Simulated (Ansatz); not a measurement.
A distorted cell of Mg (hcp, Mg type):

```
Mg
1.0
    6.34610     0.00000     0.00000
   -1.58653     2.74794     0.00000
    0.00000     0.00000     5.18267
Mg
4
Direct
  0.16667   0.72339   0.75000
  0.66667   0.60994   0.75000
  0.33333   0.27661   0.25000
  0.83333   0.39006   0.25000
```

The numbers are results of r2SCAN (plane waves to 500 eV, PAW, scalar-relativistic; Ansatz, a program for electronic structure), not measurements. k mesh 17×17×9 (Γ-centred), Fermi-Dirac smearing 0.05 eV. Compression counts positive. With partly filled bands, energies and forces of such displacements shift with the k mesh and the smearing. Mg was relaxed with its symmetry unable to fall.

Predict the force on every atom, in eV/Å.


```csv
atom,Fx,Fy,Fz
Mg1,0.236,-0.545,0.000
Mg2,-0.354,0.477,0.000
Mg3,-0.236,0.545,0.000
Mg4,0.354,-0.477,0.000
```

(For displaced atoms, the force is minus the slope of the energy, and its curvature is a force constant, which sets phonon frequencies.)
